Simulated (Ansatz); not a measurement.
From a trial cell to the properties of LuSb in the CsCl-type structure

Computed with Ansatz (plane waves, PAW, 420 eV cutoff): PBEsol, scalar-relativistic, no spin polarisation, Γ-centred 8×8×8 mesh, 0.05 eV Gaussian smearing. The datasets are Ansatz's generated set soft_2.

This is a trial structure: such lanthanide and actinide compounds mostly take the rock-salt structure.

Starting cell:

```xyz
2
Lattice="3.6441 0.0000 0.0000 0.0000 3.6441 0.0000 0.0000 0.0000 3.6441" Properties=species:S:1:pos:R:3 pbc="T T T"
Lu    0.0000    0.0000    0.0000
Sb    1.8221    1.8221    1.8221
```

The first steps of the search for zero pressure:

```tsv
run	level	k-mesh	kind	V (Å³/atom)	P (GPa)	gap on the mesh (eV)
1	PBEsol	8×8×8	fixed cell	24.20	1.9	metal
```

(1) At which volume does PBEsol reach zero pressure?

Answer:

(1) 24.83 Å³/atom, about 2.6 % over the start.

The steps that followed:

```tsv
run	level	k-mesh	kind	V (Å³/atom)	P (GPa)	E − E(final) (meV/atom)	gap on the mesh (eV)
2	PBEsol	8×8×8	fixed cell	24.51	0.9	0.8	metal
3	PBEsol	8×8×8	fixed cell	24.83	0.0	0.0	metal
```

The final structure (symmetry read at 0.01 Å). It takes space group Pm-3m (No. 221, cubic). Conventional cell: a = 3.676 Å, b = 3.676 Å, c = 3.676 Å, α = 90.00°, β = 90.00°, γ = 90.00°. Around Lu (site symmetry m-3m) lie 8 Sb at 3.18 Å. Sb (site symmetry m-3m) is surrounded by 8 Lu at 3.18 Å. (Neighbours are counted to 15 % beyond the shortest distance.)

At the final geometry the gap, band path included, is zero (metallic). The equation of state gives B0 = 70 GPa. Against the elements' standard states, run alike and uncorrected, the formation energy is -0.69 eV/atom. 

**Reading the result.**

Formal charges Lu³⁺, Sb³⁻ balance and leave closed shells on every ion, yet the run finds no gap: the anions' valence bands overlap the cations' empty bands by 0.6 eV on the mesh. A better functional would shrink the overlap, but with one this large it would likely leave a semimetal or metal.

These numbers lack spin–orbit coupling. A displaced or strained copy of the relaxed cell lay 1.1 meV/atom lower, so the structure isn't a true minimum at this level, unless the mesh, which matters in a metal, makes it so.
